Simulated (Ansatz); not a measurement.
**Ansatz 0.2.0, settings compared: Hf2Si2Os**

The command:

```bash
ansatz run input.yaml --threads 1 --pin off --max-ram 2560MiB --backend cpu --events-out ev --progress --plain --runs-dir out
```

The input file (Ansatz 0.2.0, plane waves):

```yaml
crystal:
  lattice:
    - [6.485054, 0.0, 0.0]
    - [0.0, 6.485054, 0.0]
    - [0.0, 0.0, 4.051122]
  atoms:
    - { symbol: Os, position: [0.0, 0.0, 0.0] }
    - { symbol: Os, position: [0.5, 0.5, 0.0] }
    - { symbol: Si, position: [0.376, 0.876, 0.0] }
    - { symbol: Si, position: [0.124, 0.376, 0.0] }
    - { symbol: Si, position: [0.624, 0.124, 0.0] }
    - { symbol: Si, position: [0.876, 0.624, 0.0] }
    - { symbol: Hf, position: [0.17689, 0.67689, 0.5] }
    - { symbol: Hf, position: [0.32311, 0.17689, 0.5] }
    - { symbol: Hf, position: [0.82311, 0.32311, 0.5] }
    - { symbol: Hf, position: [0.67689, 0.82311, 0.5] }
  symmetry: { tolerance: 0.0003 }
kpoints:
  mp_grid: { grid: [3, 3, 5], shift: [0, 0, 0] }
magnetization:
  spin_polarized: false
scf:
  occupations: { method: fermi_dirac, width: 0.023 }
hamiltonian:
  pseudopotentials: { kind: paw }
  xc: r2scan
basis:
  ecutwfc: 500
output:
  forces: true
  stress: true
  eigenvalues: true
```

Origin of the cell: a known structure type with other elements, at an estimated volume, so it need not be a known compound.

Output of this run (shortened):

```
SCF iter   1: F=—  HF=-88291.707079 eV  Δρ=1.46e-2  dr2=6.04e-1  dr2_τ=2.39e-1  defer=6
SCF iter   2: F=—  HF=-88291.711547 eV  Δρ=5.88e-3  dr2=4.54e-2  dr2_τ=2.97e-2  defer=78
SCF iter   3: F=—  HF=-88291.717069 eV  Δρ=3.58e-3  dr2=1.55e-2  dr2_τ=5.66e-4  defer=42
SCF iter   4: F=—  HF=-88291.720607 eV  Δρ=1.57e-3  dr2=9.32e-3  dr2_τ=1.79e-3  defer=77
SCF iter   5: F=—  HF=-88291.719554 eV  Δρ=5.23e-4  dr2=3.73e-4  dr2_τ=3.47e-5  defer=78
SCF iter   6: F=—  HF=-88291.719683 eV  Δρ=1.38e-4  dr2=5.44e-5  dr2_τ=4.25e-6  defer=78
SCF iter   7: F=—  HF=-88291.719850 eV  Δρ=2.82e-5  dr2=1.12e-6  dr2_τ=6.82e-8  defer=78
SCF iter   8: F=—  HF=-88291.719852 eV  Δρ=1.21e-5  dr2=5.43e-7  dr2_τ=4.17e-8  defer=78
SCF iter   9: F=-88291.719852 eV  HF=-88291.719852 eV  Δρ=2.49e-6  dr2=1.84e-8  dr2_τ=3.88e-10
SCF 1 converged in 9 iterations: F = -88291.719852 eV  dr2 = 1.84e-8
SCF converged after 9 iterations
Free energy (F): -88291.719852 eV
Harris-Foulkes:  -88291.719852 eV  (|F-HF|=2.11e-8)
Internal energy: -88291.706377 eV  (E = F + TS)
E sigma→0 (E₀):  -88291.713115 eV
Entropy (-TS):   -0.013475 eV (-1.348 meV/atom)
Fermi energy:    18.093220 eV
--- Per-component energies (eV) ---
  E_band       = -330.749534
  E_kinetic    = 2980.443492
  E_local      = -25174.302961  (includes V_loc(G=0)·N_el)
  E_nonlocal   = -4902.832497
  E_hartree    = 11706.999384
  E_xc         = -1846.811510
  E_vxc        = -2003.505091  (∫ρ·V_xc dr)
  E_paw        = -47959.454050  (= ΣΔE_a)
  E_vpaw       = 5252.807063  (= ΣTr[D̂ρ^β])
  E_aug_tail   = -0.000293  (compensation charges beyond the density's cutoff)
  E_vtau       = 102.650212  (kinetic-family band-sum trace: ∫τ·v_τ [+ j·A + Jᵃ·Aᵃ] dr)
  E_ewald      = -23095.958272
  E_core_change = 0.210330  (= ΣΔE_core)
  E_smearing   = -0.013475  (= −TS)
  Σ components = -88291.719852   (vs F -88291.719852, Δ=0.00e0)
--- Forces (eV/Å), atoms counted from 1 ---
  atom   1  Os    -0.000000     0.000000     0.000000
[… 4 lines left out …]
  atom   6  Si    -1.400301     1.400301     0.000000
  atom   7  Hf     0.096869     0.096869     0.000000
  atom   8  Hf    -0.096869     0.096869     0.000000
  atom   9  Hf    -0.096869    -0.096869     0.000000
  atom  10  Hf     0.096869    -0.096869     0.000000
  max |Σ_I F_I| component: 6.52e-16 eV/Å
--- Stress (GPa, compression-positive) ---
      -13.086659       0.000000       0.000000
        0.000000     -13.086659       0.000000
        0.000000       0.000000      -4.058115
  P = ⅓ Tr σ = -10.0771 GPa (-100.771 kbar)
```

The same input was run again with these changes:

1. `hamiltonian.xc` r2scan → pbesol
2. `scf.occupations.method` fermi_dirac → gaussian; `scf.occupations.width` 0.023 → 0.05
3. `scf.lower_state_search` default → "off"; `scf.occupations.method` fermi_dirac → gaussian; `scf.occupations.width` 0.023 → 0.3; `basis.ecutwfc` 500 → "25.7 Ry"
4. `hamiltonian.hubbard` default → { sites: [{ species: Os, l: d, u_eff: 3.0 }], double_counting: amf }; `basis.ecutwfc` 500 → "350 eV"

| run | end | SCF iterations | P (GPa) | max force component (eV/Å) | moment (μB) | ΔE(σ→0) (meV/atom) |
| --- | --- | --- | --- | --- | --- | --- |
| base | converged | 9 | -10.08 | 1.400 | – | 0 |
| 1 | converged | 7 | -12.13 | 1.368 | – | – |
| 2 | converged | 9 | -10.07 | 1.404 | – | 0.01 |
| 3 | converged | 9 | -10.05 | 1.326 | – | 6.57 |
| 4 | converged | 10 | -9.61 | 1.321 | – | – |

Energies are compared only where functional, datasets, charge and starting cell are the same.

Not properties of the system: run 3 (too coarse or loose: `scf.occupations.width` = 0.3, `basis.ecutwfc` = "25.7 Ry"), run 4 (too coarse or loose: `basis.ecutwfc` = "350 eV").

Caveats of the base run: no moments, though an odd count or open d shells may carry them; no spin-orbit coupling, though heavy elements are present; the k mesh is coarse if the cell is a metal.

Run 3: the cutoff lies below the datasets' advice; wide smearing.
Run 4: the cutoff lies below the datasets' advice.

Time of the base run: 23 s on 1 thread of Arm Neoverse V2, on a shared host, peak memory 0.81 GiB, from the program's own first density.
